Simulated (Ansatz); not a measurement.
Given:

VSi₂ (CrSi2 type, space group P6_222)

```yaml
crystal:
  lattice:
    - [4.56609, 0.00000, 0.00000]
    - [-2.28304, 3.95435, 0.00000]
    - [0.00000, 0.00000, 6.36618]
  atoms:
    - { symbol: V, position: [0.50000, 0.00000, 0.00000] }
    - { symbol: V, position: [0.50000, 0.50000, 0.33333] }
    - { symbol: V, position: [0.00000, 0.50000, 0.66667] }
    - { symbol: Si, position: [0.16284, 0.32568, 0.00000] }
    - { symbol: Si, position: [0.83716, 0.16284, 0.33333] }
    - { symbol: Si, position: [0.67432, 0.83716, 0.66667] }
    - { symbol: Si, position: [0.83716, 0.67432, 0.00000] }
    - { symbol: Si, position: [0.16284, 0.83716, 0.33333] }
    - { symbol: Si, position: [0.32568, 0.16284, 0.66667] }
```

This relaxed cell (volume V₀) is scaled evenly in all directions, its shape held. The atoms relax within the cell's symmetry.

Computed with PBE (plane waves to 420 eV, PAW, scalar-relativistic; Ansatz, a program for electronic structure). k mesh 12×12×8 (Γ-centred), Fermi-Dirac smearing 0.05 eV. Energies are smeared free energies. Stress and pressure are positive under compression. With the shape held, the modulus is that of even scaling; a crystal free to change shape is softer. VSi2 is run without spin polarisation. VSi2 was relaxed with its symmetry unable to fall. The zero of ΔE is the relaxed starting cell.

The scan covers V/V₀ from 0.940 to 1.060 in 13 points.

**Question.** What is the fitted pressure derivative B₀′?

**Answer.** 4.4.

**Question.** What bulk modulus at fixed cell shape B₀ follows from a third-order Birch-Murnaghan fit?

**Answer.** 175 GPa.

(A scan under strain: stresses follow from slopes of the energy per volume, elastic moduli from its curvatures.)
